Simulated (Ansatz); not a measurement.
Zr₂InN:
```
Zr2InN
1.0
    3.26133     0.00000     0.00000
   -1.63067     2.82440     0.00000
    0.00000     0.00000    14.79591
Zr In N
4 2 2
Direct
  0.66667   0.33333   0.91622
  0.33333   0.66667   0.08378
  0.33333   0.66667   0.41622
  0.66667   0.33333   0.58378
  0.66667   0.33333   0.25000
  0.33333   0.66667   0.75000
  0.00000   0.00000   0.00000
  0.00000   0.00000   0.50000
```

Relaxed with PBEsol. Special points in fractions of this cell's reciprocal vectors: Γ (0.000, 0.000, 0.000); M (0.500, 0.000, 0.000); K (0.333, 0.333, 0.000); A (0.000, 0.000, 0.500); L (0.500, 0.000, 0.500); H (0.333, 0.333, 0.500).

Question: List the band energies nearest the Fermi level at these points for PBEsol with spin–orbit coupling (plane waves, PAW; program Ansatz).

Answer: In eV from the Fermi level; about four levels below and three above (degenerate sets whole), none deeper than 8.9 eV; points with the same levels are listed once.

| k | below | above |
|---|---|---|
| Γ | -0.61 -0.61 -0.01 -0.01 | 0.43 0.43 0.45 0.45 |
| M | -1.26 -1.26 -1.11 -1.11 | 1.53 1.53 1.72 1.72 |
| K | -1.19 -1.19 -0.58 -0.58 | 0.64 0.64 0.77 0.77 |
| A | -0.23 -0.23 -0.23 -0.23 | 0.44 0.44 0.44 0.44 |
| L | -1.19 -1.19 -1.19 -1.19 | 1.57 1.57 1.57 1.57 |
| H | -0.05 -0.05 -0.01 -0.01 | 0.58 0.58 0.61 0.61 |

Space group P6_3/mmc. The workflow started from a Materials Project entry (that database holds measured and hypothetical structures alike); the Crystallography Open Database copy checked does not list it. Its standing as an ambient phase is unchecked. Symmetry was held in the PBEsol relaxation; of distortions, only those at the zone centre were tested. No spin polarisation was allowed.

Potentials: the later of the program's two PAW sets.
